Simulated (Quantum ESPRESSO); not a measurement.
Simulation results for HfAl$_{3}$Rh$_{2}$W$_{2}$ (simulated cell), HfAl$_{6}$In (simulated cell)

Computed with Quantum ESPRESSO 7.5. Calculation on a made-up metal alloy cell, not a measurement, run again with a planted mistake, found by running each candidate: no spin or spin-orbit, unrelaxed, 2900 K smearing, stress positive in tension, cell energy less the intended atoms' offsets; periodic Kohn-Sham density functional theory in plane waves with PseudoDojo standard norm-conserving scalar-relativistic pseudopotentials, each functional with its own files (v0.5 for PBE, v0.4.1 for LDA and PBEsol), eight atoms on drawn sites of a strained close-packed or body-centred lattice, each displaced and held fixed; the energy is the cell's free energy, ions and the entropy term -TS included, at the stated Fermi-Dirac width, less a fixed offset for each atom's element (shifted free energy); compositions with an open d shell lost a parallel starting moment in a cheaper test run, and other magnetic orders were not tried; an error bar is the largest change of its kind in a tighter rerun, never given below 0.002 eV, 0.02 GPa or 0.003 eV/angstrom, and covers cutoff and k-mesh only, not smearing or the files.

Common to all runs: lattice type hexagonal close-packed; intended functional pbe; fermi dirac smearing 0.25 eV; intended electrons removed 0; structure shown the intended cell.

Notes on all entries: heavy elements are run without spin-orbit coupling, which real alloys of them have; a spin test at this wide smearing found no moment, but such smearing suppresses magnetism that the real alloy may have; another functional or element uses other pseudopotential files, so its energy jump is mostly a change of zero; lattice, volume and sites are drawn at random and may be unstable or far from any real phase; energies are for the whole cell, less offsets fitted to these runs, so they are not formation energies.

(1) 
```xyz
8
Lattice="0.0000 0.0000 -4.4651 0.0000 4.9058 0.0000 5.6648 0.0000 0.0000" Properties=species:S:1:pos:R:3 formula=HfAl3Rh2W2 cutoff=1197 healthy_entropy_term_negative_ts=-1.389 healthy_pressure=7.77 healthy_stress_xx=-2.26 healthy_stress_yy=-10.02 healthy_stress_zz=-11.04 healthy_stress_yz=-2.74 healthy_stress_xz=0.2 healthy_stress_xy=-2.34 faulty_entropy_term_negative_ts=-1.424 faulty_pressure=2.69 faulty_stress_xx=2.59 faulty_stress_yy=-4.92 faulty_stress_zz=-5.73 faulty_stress_yz=-2.63 faulty_stress_xz=0.24 faulty_stress_xy=-2.24 candidate_first_exchanged_site=5 candidate_second_exchanged_site=8 candidate_length_scale_change=0.89 candidate_functional=pbesol candidate_wrong_element_site=5 candidate_wrong_element=Mg candidate_misplaced_site=6 candidate_misplaced_along=z candidate_misplaced_by=-0.23 k_mesh=5_x_5_x_4_shifted_half_a_step_off_Gamma_on_each_axis healthy_shifted_free_energy=-1.019 faulty_shifted_free_energy=-1.127 fault_kind=cell_scaled_(length_scale_change_0.89_percent)
Al    -0.0500    -0.0444     0.0411
Al     2.8307     0.0222     0.1186
Rh     1.3501     2.4494     0.0242
Al     4.3846     2.4893     0.0171
Rh    -0.1322     1.5544    -2.1855
Hf     2.8770     1.5149    -2.3807
W      1.3760     4.1406    -2.1672
W      4.3240     4.0210    -2.2240
```

Units: cutoff, healthy_entropy_term_negative_ts, faulty_entropy_term_negative_ts, healthy_shifted_free_energy, faulty_shifted_free_energy in eV; healthy_pressure, healthy_stress_xx, healthy_stress_yy, healthy_stress_zz, healthy_stress_yz, healthy_stress_xz, healthy_stress_xy, faulty_pressure, faulty_stress_xx, faulty_stress_yy, faulty_stress_zz, faulty_stress_yz, faulty_stress_xz, faulty_stress_xy in GPa; candidate_length_scale_change in percent; candidate_misplaced_by in Å.

Atoms:
| atoms element | atom site | atom energy offset (eV) |
| --- | --- | --- |
| Al | 1 | -63.26 |
| Al | 2 | -63.26 |
| Rh | 3 | -3191.96 |
| Al | 4 | -63.26 |
| Rh | 5 | -3191.96 |
| Hf | 6 | -1535.13 |
| W | 7 | -2063.48 |
| W | 8 | -2063.48 |

Healthy forces:
| site | x (eV/Å) | y (eV/Å) | z (eV/Å) |
| --- | --- | --- | --- |
| 1 | 0.623 | 0.762 | 0.018 |
| 2 | -0.488 | -2.217 | -2.581 |
| 3 | 0.639 | 0.287 | -0.259 |
| 4 | 0.211 | 0.031 | -0.565 |
| 5 | 0.869 | 0.488 | 0.037 |
| 6 | -1.595 | 2.802 | 3.056 |
| 7 | 0.337 | -1.982 | -0.05 |
| 8 | -0.597 | -0.171 | 0.343 |

Faulty forces:
| site | x (eV/Å) | y (eV/Å) | z (eV/Å) |
| --- | --- | --- | --- |
| 1 | 0.609 | 0.679 | 0.016 |
| 2 | -0.491 | -2.124 | -2.428 |
| 3 | 0.576 | 0.305 | -0.226 |
| 4 | 0.259 | 0.06 | -0.529 |
| 5 | 0.753 | 0.433 | 0.037 |
| 6 | -1.493 | 2.646 | 2.882 |
| 7 | 0.264 | -1.865 | -0.056 |
| 8 | -0.478 | -0.134 | 0.303 |

Candidate mistake: atoms exchanged, cell scaled, wrong functional, wrong element, atom misplaced

Notes: error bars of the healthy run: energy 0.002 eV, stress 0.13 GPa, force 0.014 eV/Å, from a tighter rerun of this or a related cell; largest difference from healthy 54 error bars; largest difference from nearest other mistake 143 error bars.

(2) 
```xyz
8
Lattice="0.0000 0.0000 -4.4651 0.0000 4.9058 0.0000 5.6648 0.0000 0.0000" Properties=species:S:1:pos:R:3 formula=HfAl3Rh2W2 cutoff=1197 healthy_entropy_term_negative_ts=-1.389 healthy_pressure=7.77 healthy_stress_xx=-2.26 healthy_stress_yy=-10.02 healthy_stress_zz=-11.04 healthy_stress_yz=-2.74 healthy_stress_xz=0.2 healthy_stress_xy=-2.34 faulty_entropy_term_negative_ts=-1.392 faulty_pressure=2 faulty_stress_xx=3.56 faulty_stress_yy=-3.94 faulty_stress_zz=-5.63 faulty_stress_yz=-2.78 faulty_stress_xz=0.31 faulty_stress_xy=-2.36 candidate_first_exchanged_site=5 candidate_second_exchanged_site=8 candidate_length_scale_change=0.89 candidate_functional=pbesol candidate_wrong_element_site=5 candidate_wrong_element=Mg candidate_misplaced_site=6 candidate_misplaced_along=z candidate_misplaced_by=-0.23 k_mesh=5_x_5_x_4_shifted_half_a_step_off_Gamma_on_each_axis healthy_shifted_free_energy=-1.019 faulty_shifted_free_energy=4.825 fault_kind=wrong_functional_(functional_pbesol)
Al    -0.0500    -0.0444     0.0411
Al     2.8307     0.0222     0.1186
Rh     1.3501     2.4494     0.0242
Al     4.3846     2.4893     0.0171
Rh    -0.1322     1.5544    -2.1855
Hf     2.8770     1.5149    -2.3807
W      1.3760     4.1406    -2.1672
W      4.3240     4.0210    -2.2240
```

Units: cutoff, healthy_entropy_term_negative_ts, faulty_entropy_term_negative_ts, healthy_shifted_free_energy, faulty_shifted_free_energy in eV; healthy_pressure, healthy_stress_xx, healthy_stress_yy, healthy_stress_zz, healthy_stress_yz, healthy_stress_xz, healthy_stress_xy, faulty_pressure, faulty_stress_xx, faulty_stress_yy, faulty_stress_zz, faulty_stress_yz, faulty_stress_xz, faulty_stress_xy in GPa; candidate_length_scale_change in percent; candidate_misplaced_by in Å.

Atoms:
| atoms element | atom site | atom energy offset (eV) |
| --- | --- | --- |
| Al | 1 | -63.26 |
| Al | 2 | -63.26 |
| Rh | 3 | -3191.96 |
| Al | 4 | -63.26 |
| Rh | 5 | -3191.96 |
| Hf | 6 | -1535.13 |
| W | 7 | -2063.48 |
| W | 8 | -2063.48 |

Healthy forces:
| site | x (eV/Å) | y (eV/Å) | z (eV/Å) |
| --- | --- | --- | --- |
| 1 | 0.623 | 0.762 | 0.018 |
| 2 | -0.488 | -2.217 | -2.581 |
| 3 | 0.639 | 0.287 | -0.259 |
| 4 | 0.211 | 0.031 | -0.565 |
| 5 | 0.869 | 0.488 | 0.037 |
| 6 | -1.595 | 2.802 | 3.056 |
| 7 | 0.337 | -1.982 | -0.05 |
| 8 | -0.597 | -0.171 | 0.343 |

Faulty forces:
| site | x (eV/Å) | y (eV/Å) | z (eV/Å) |
| --- | --- | --- | --- |
| 1 | 0.663 | 0.766 | 0.019 |
| 2 | -0.532 | -2.198 | -2.523 |
| 3 | 0.61 | 0.307 | -0.226 |
| 4 | 0.257 | 0.022 | -0.553 |
| 5 | 0.826 | 0.484 | 0.027 |
| 6 | -1.584 | 2.744 | 2.997 |
| 7 | 0.274 | -1.995 | -0.062 |
| 8 | -0.514 | -0.131 | 0.321 |

Candidate mistake: atoms exchanged, cell scaled, wrong functional, wrong element, atom misplaced

Notes: error bars of the healthy run: energy 0.002 eV, stress 0.13 GPa, force 0.014 eV/Å, from a tighter rerun of this or a related cell; largest difference from healthy 2922 error bars; largest difference from nearest other mistake 2372 error bars.

(3) 
```xyz
8
Lattice="-0.0035 -0.0685 4.5873 5.7672 0.0404 -0.0045 -2.8486 5.0139 -0.0734" Properties=species:S:1:pos:R:3 formula=HfAl6In cutoff=1034 healthy_entropy_term_negative_ts=-0.729 healthy_pressure=10.48 healthy_stress_xx=-8.87 healthy_stress_yy=-8.55 healthy_stress_zz=-14.03 healthy_stress_yz=-1.3 healthy_stress_xz=-0.28 healthy_stress_xy=0.11 faulty_entropy_term_negative_ts=-0.714 faulty_pressure=10.35 faulty_stress_xx=-8.73 faulty_stress_yy=-9.51 faulty_stress_zz=-12.82 faulty_stress_yz=-1.99 faulty_stress_xz=-0.44 faulty_stress_xy=-0.79 candidate_first_exchanged_site=3 candidate_second_exchanged_site=6 candidate_length_scale_change=-1.01 candidate_functional=lda candidate_wrong_element_site=6 candidate_wrong_element=Au candidate_misplaced_site=3 candidate_misplaced_along=y candidate_misplaced_by=0.25 k_mesh=6_x_6_x_6_shifted_half_a_step_off_Gamma_on_each_axis healthy_shifted_free_energy=1.035 faulty_shifted_free_energy=1.018 fault_kind=atoms_exchanged_(first_exchanged_site_3,second_exchanged_site_6)
Al     0.0173     0.0568     0.0979
Al    -1.3058     2.5609     0.0684
Hf     2.9446    -0.0142    -0.0728
Al     1.3492     2.6022    -0.0486
Al     0.1717     1.7196     2.3632
Al    -1.3808     4.2107     2.1911
In     2.9531     1.6088     2.2917
Al     1.5328     4.2202     2.1125
```

Units: cutoff, healthy_entropy_term_negative_ts, faulty_entropy_term_negative_ts, healthy_shifted_free_energy, faulty_shifted_free_energy in eV; healthy_pressure, healthy_stress_xx, healthy_stress_yy, healthy_stress_zz, healthy_stress_yz, healthy_stress_xz, healthy_stress_xy, faulty_pressure, faulty_stress_xx, faulty_stress_yy, faulty_stress_zz, faulty_stress_yz, faulty_stress_xz, faulty_stress_xy in GPa; candidate_length_scale_change in percent; candidate_misplaced_by in Å.

Atoms:
| atoms element | atom site | atom energy offset (eV) |
| --- | --- | --- |
| Al | 1 | -63.26 |
| Al | 2 | -63.26 |
| Hf | 3 | -1535.13 |
| Al | 4 | -63.26 |
| Al | 5 | -63.26 |
| Al | 6 | -63.26 |
| In | 7 | -1808.02 |
| Al | 8 | -63.26 |

Healthy forces:
| site | x (eV/Å) | y (eV/Å) | z (eV/Å) |
| --- | --- | --- | --- |
| 1 | 0.252 | 0.055 | -0.54 |
| 2 | -0.434 | -0.33 | -0.305 |
| 3 | -0.532 | 0.193 | 0.095 |
| 4 | 0.983 | -0.557 | 0.284 |
| 5 | -0.667 | -0.138 | -0.221 |
| 6 | -0.65 | -0.557 | 0.27 |
| 7 | 0.378 | 1.759 | -0.342 |
| 8 | 0.669 | -0.424 | 0.759 |

Faulty forces:
| site | x (eV/Å) | y (eV/Å) | z (eV/Å) |
| --- | --- | --- | --- |
| 1 | -0.358 | 0.176 | -0.986 |
| 2 | -0.398 | -0.636 | -0.844 |
| 3 | 0.337 | 0.3 | 0.355 |
| 4 | 0.644 | 0.076 | 0.247 |
| 5 | -0.825 | -0.092 | -0.277 |
| 6 | 0.025 | -0.746 | 0.924 |
| 7 | 0.416 | 1.171 | -0.016 |
| 8 | 0.159 | -0.248 | 0.597 |

Candidate mistake: atoms exchanged, cell scaled, wrong functional, wrong element, atom misplaced

Notes: error bars of the healthy run: energy 0.0097 eV, stress 0.29 GPa, force 0.016 eV/Å, from a tighter rerun of this or a related cell; largest difference from healthy 54 error bars; largest difference from nearest other mistake 57 error bars.

(4) 
```xyz
8
Lattice="-0.0035 -0.0685 4.5873 5.7672 0.0404 -0.0045 -2.8486 5.0139 -0.0734" Properties=species:S:1:pos:R:3 formula=HfAl6In cutoff=1034 healthy_entropy_term_negative_ts=-0.729 healthy_pressure=10.48 healthy_stress_xx=-8.87 healthy_stress_yy=-8.55 healthy_stress_zz=-14.03 healthy_stress_yz=-1.3 healthy_stress_xz=-0.28 healthy_stress_xy=0.11 faulty_entropy_term_negative_ts=-0.713 faulty_pressure=14.37 faulty_stress_xx=-12.64 faulty_stress_yy=-12.23 faulty_stress_zz=-18.24 faulty_stress_yz=-1.42 faulty_stress_xz=-0.32 faulty_stress_xy=0.12 candidate_first_exchanged_site=3 candidate_second_exchanged_site=6 candidate_length_scale_change=-1.01 candidate_functional=lda candidate_wrong_element_site=6 candidate_wrong_element=Au candidate_misplaced_site=3 candidate_misplaced_along=y candidate_misplaced_by=0.25 k_mesh=6_x_6_x_6_shifted_half_a_step_off_Gamma_on_each_axis healthy_shifted_free_energy=1.035 faulty_shifted_free_energy=1.344 fault_kind=cell_scaled_(length_scale_change_-1.01_percent)
Al     0.0173     0.0568     0.0979
Al    -1.3058     2.5609     0.0684
Hf     2.9446    -0.0142    -0.0728
Al     1.3492     2.6022    -0.0486
Al     0.1717     1.7196     2.3632
Al    -1.3808     4.2107     2.1911
In     2.9531     1.6088     2.2917
Al     1.5328     4.2202     2.1125
```

Units: cutoff, healthy_entropy_term_negative_ts, faulty_entropy_term_negative_ts, healthy_shifted_free_energy, faulty_shifted_free_energy in eV; healthy_pressure, healthy_stress_xx, healthy_stress_yy, healthy_stress_zz, healthy_stress_yz, healthy_stress_xz, healthy_stress_xy, faulty_pressure, faulty_stress_xx, faulty_stress_yy, faulty_stress_zz, faulty_stress_yz, faulty_stress_xz, faulty_stress_xy in GPa; candidate_length_scale_change in percent; candidate_misplaced_by in Å.

Atoms:
| atoms element | atom site | atom energy offset (eV) |
| --- | --- | --- |
| Al | 1 | -63.26 |
| Al | 2 | -63.26 |
| Hf | 3 | -1535.13 |
| Al | 4 | -63.26 |
| Al | 5 | -63.26 |
| Al | 6 | -63.26 |
| In | 7 | -1808.02 |
| Al | 8 | -63.26 |

Healthy forces:
| site | x (eV/Å) | y (eV/Å) | z (eV/Å) |
| --- | --- | --- | --- |
| 1 | 0.252 | 0.055 | -0.54 |
| 2 | -0.434 | -0.33 | -0.305 |
| 3 | -0.532 | 0.193 | 0.095 |
| 4 | 0.983 | -0.557 | 0.284 |
| 5 | -0.667 | -0.138 | -0.221 |
| 6 | -0.65 | -0.557 | 0.27 |
| 7 | 0.378 | 1.759 | -0.342 |
| 8 | 0.669 | -0.424 | 0.759 |

Faulty forces:
| site | x (eV/Å) | y (eV/Å) | z (eV/Å) |
| --- | --- | --- | --- |
| 1 | 0.277 | 0.04 | -0.602 |
| 2 | -0.504 | -0.352 | -0.341 |
| 3 | -0.586 | 0.215 | 0.104 |
| 4 | 1.103 | -0.599 | 0.307 |
| 5 | -0.734 | -0.155 | -0.236 |
| 6 | -0.71 | -0.614 | 0.305 |
| 7 | 0.411 | 1.931 | -0.366 |
| 8 | 0.744 | -0.466 | 0.828 |

Candidate mistake: atoms exchanged, cell scaled, wrong functional, wrong element, atom misplaced

Notes: error bars of the healthy run: energy 0.0097 eV, stress 0.29 GPa, force 0.016 eV/Å, from a tighter rerun of this or a related cell; largest difference from healthy 32 error bars; largest difference from nearest other mistake 57 error bars.

(5) 
```xyz
8
Lattice="-0.0035 -0.0685 4.5873 5.7672 0.0404 -0.0045 -2.8486 5.0139 -0.0734" Properties=species:S:1:pos:R:3 formula=HfAl6In cutoff=1034 healthy_entropy_term_negative_ts=-0.729 healthy_pressure=10.48 healthy_stress_xx=-8.87 healthy_stress_yy=-8.55 healthy_stress_zz=-14.03 healthy_stress_yz=-1.3 healthy_stress_xz=-0.28 healthy_stress_xy=0.11 faulty_entropy_term_negative_ts=-0.734 faulty_pressure=4.62 faulty_stress_xx=-3.22 faulty_stress_yy=-2.82 faulty_stress_zz=-7.82 faulty_stress_yz=-1.33 faulty_stress_xz=-0.26 faulty_stress_xy=0.11 candidate_first_exchanged_site=3 candidate_second_exchanged_site=6 candidate_length_scale_change=-1.01 candidate_functional=lda candidate_wrong_element_site=6 candidate_wrong_element=Au candidate_misplaced_site=3 candidate_misplaced_along=y candidate_misplaced_by=0.25 k_mesh=6_x_6_x_6_shifted_half_a_step_off_Gamma_on_each_axis healthy_shifted_free_energy=1.035 faulty_shifted_free_energy=-2.352 fault_kind=wrong_functional_(functional_lda)
Al     0.0173     0.0568     0.0979
Al    -1.3058     2.5609     0.0684
Hf     2.9446    -0.0142    -0.0728
Al     1.3492     2.6022    -0.0486
Al     0.1717     1.7196     2.3632
Al    -1.3808     4.2107     2.1911
In     2.9531     1.6088     2.2917
Al     1.5328     4.2202     2.1125
```

Units: cutoff, healthy_entropy_term_negative_ts, faulty_entropy_term_negative_ts, healthy_shifted_free_energy, faulty_shifted_free_energy in eV; healthy_pressure, healthy_stress_xx, healthy_stress_yy, healthy_stress_zz, healthy_stress_yz, healthy_stress_xz, healthy_stress_xy, faulty_pressure, faulty_stress_xx, faulty_stress_yy, faulty_stress_zz, faulty_stress_yz, faulty_stress_xz, faulty_stress_xy in GPa; candidate_length_scale_change in percent; candidate_misplaced_by in Å.

Atoms:
| atoms element | atom site | atom energy offset (eV) |
| --- | --- | --- |
| Al | 1 | -63.26 |
| Al | 2 | -63.26 |
| Hf | 3 | -1535.13 |
| Al | 4 | -63.26 |
| Al | 5 | -63.26 |
| Al | 6 | -63.26 |
| In | 7 | -1808.02 |
| Al | 8 | -63.26 |

Healthy forces:
| site | x (eV/Å) | y (eV/Å) | z (eV/Å) |
| --- | --- | --- | --- |
| 1 | 0.252 | 0.055 | -0.54 |
| 2 | -0.434 | -0.33 | -0.305 |
| 3 | -0.532 | 0.193 | 0.095 |
| 4 | 0.983 | -0.557 | 0.284 |
| 5 | -0.667 | -0.138 | -0.221 |
| 6 | -0.65 | -0.557 | 0.27 |
| 7 | 0.378 | 1.759 | -0.342 |
| 8 | 0.669 | -0.424 | 0.759 |

Faulty forces:
| site | x (eV/Å) | y (eV/Å) | z (eV/Å) |
| --- | --- | --- | --- |
| 1 | 0.222 | 0.076 | -0.486 |
| 2 | -0.388 | -0.324 | -0.276 |
| 3 | -0.471 | 0.214 | 0.086 |
| 4 | 0.882 | -0.507 | 0.25 |
| 5 | -0.581 | -0.132 | -0.205 |
| 6 | -0.53 | -0.457 | 0.247 |
| 7 | 0.332 | 1.462 | -0.313 |
| 8 | 0.534 | -0.332 | 0.697 |

Candidate mistake: atoms exchanged, cell scaled, wrong functional, wrong element, atom misplaced

Notes: error bars of the healthy run: energy 0.0097 eV, stress 0.29 GPa, force 0.016 eV/Å, from a tighter rerun of this or a related cell; largest difference from healthy 349 error bars; largest difference from nearest other mistake 347 error bars.
